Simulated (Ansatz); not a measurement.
Os (bcc (W type), Im-3m) at seven volumes, the program Ansatz at the r²SCAN level (PAW), scaled uniformly. One row is withheld.

```json
[
 {"V (Å³/atom)": "13.186", "P (GPa)": "44.79"},
 {"V (Å³/atom)": "13.620", "P (GPa)": "?"},
 {"V (Å³/atom)": "14.055", "P (GPa)": "12.47"},
 {"V (Å³/atom)": "14.490", "P (GPa)": "0.00"},
 {"V (Å³/atom)": "14.924", "P (GPa)": "-10.50"},
 {"V (Å³/atom)": "15.359", "P (GPa)": "-19.33"},
 {"V (Å³/atom)": "15.794", "P (GPa)": "-26.74"}
]
```

Fit the shown pressures and predict the withheld one.

P = (3/2)B₀(x^(7/2) − x^(5/2))[1 + (3/4)(B′ − 4)(x − 1)] with x = (V₀/V)^(2/3). Least squares on the six rows gives V₀ = 14.490 Å³/atom, B₀ = 380 GPa, B′ = 4.71. At V = 13.620, x = 1.0421 and P = 27.23 GPa. The run itself gave 27.25 GPa.

The start of the workflow was typed in or built on a structure type; neither database checked (COD, Materials Project) lists it. It is not the phase usual at ambient conditions (space group No. 194). Symmetry was held in the r²SCAN relaxation. At this level the phase is mechanically unstable. No spin polarisation was allowed. Scalar-relativistic: spin–orbit coupling is off unless named, which matters more the heavier the elements.

Potentials: the earlier of the program's two PAW sets.
